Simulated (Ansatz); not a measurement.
BRh:
Space group Pm-3m (No. 221); a = 2.6919 Å, b = 2.6919 Å, c = 2.6919 Å, α = 90.00°, β = 90.00°, γ = 90.00°

```tsv
atom	site	symmetry	x	y	z
Rh	1a	m-3m	0.0000	0.0000	0.0000
B	1b	m-3m	0.5000	0.5000	0.5000
```

This is the r²SCAN-relaxed structure.

Problem. All from plane-wave PAW r²SCAN (Ansatz code), unless another level is named. Give the electronic character.

Solution. metallic (no gap).

Problem. And the density of states at the Fermi level?

Solution. 0.28 states/eV per atom (mean over ±0.08 eV).

Problem. Next, the formation energy from the elements (no fitted shifts)?

Solution. 0.027 eV/atom.

Problem. Give the gap with spin–orbit coupling.

Solution. none (metallic).

A made-up cell: these elements were put on the sites of a structure type; neither database checked (COD, Materials Project) lists it. Its standing as an ambient phase is unchecked. The cell was relaxed with r²SCAN under the symmetry of its start. At this level the phase is mechanically unstable. The run is not spin-polarised. The references are the lowest solids computed at this level, not always the standard phases. Scalar-relativistic: spin–orbit coupling is off unless named, which matters more the heavier the elements.

Potentials: the earlier of the program's two PAW sets. The files were generated under PBE; for other functionals the program regenerates the frozen cores, and for LDA and PBEsol the local potential too.
